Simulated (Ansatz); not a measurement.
CaI2:
```xyz
3
Lattice="4.4898 0.0000 0.0000 -2.2449 3.8883 0.0000 0.0000 0.0000 7.0571" Properties=species:S:1:pos:R:3 pbc="T T T"
Ca     0.0000     0.0000     0.0000
I      0.0000     2.5922     1.7658
I      2.2449     1.2961     5.2913
```

Relaxed with r²SCAN+D4. Special points in fractions of this cell's reciprocal vectors: Γ (0.000, 0.000, 0.000); M (0.500, 0.000, 0.000); K (0.333, 0.333, 0.000); A (0.000, 0.000, 0.500); L (0.500, 0.000, 0.500); H (0.333, 0.333, 0.500).

Q: List the band energies nearest the valence-band maximum at these points for r²SCAN+D4 with spin–orbit coupling (plane waves, PAW; program Ansatz).

A: In eV from the valence-band maximum; about four levels below and three above (degenerate sets whole), none deeper than 8.9 eV; points with the same levels are listed once.

```tsv
k	below	above
Γ	-0.16 -0.16 0.00 0.00	4.60 4.60 4.66 4.66 4.66 4.66
M	-1.18 -1.18 -0.91 -0.91	3.73 3.73 5.51 5.51
K	-1.34 -1.34 -1.19 -1.19	4.78 4.78 5.14 5.14
A	-0.73 -0.73 -0.28 -0.28	4.60 4.60 4.61 4.61
L	-0.99 -0.99 -0.75 -0.75	3.87 3.87 5.54 5.54
H	-1.02 -1.02 -0.85 -0.85	5.02 5.02 5.06 5.06
```

Space group P-3m1 (CdI2 type). The first step of the workflow began from a Materials Project structure, measured or hypothetical; the Crystallography Open Database files this formula in space group No. 164, but the cells were not matched. Whether it is the stable phase at ambient conditions was not checked. Symmetry was held in the r²SCAN+D4 relaxation; phonons on a q-mesh show no instability.

Potentials: the later of the program's two PAW sets.
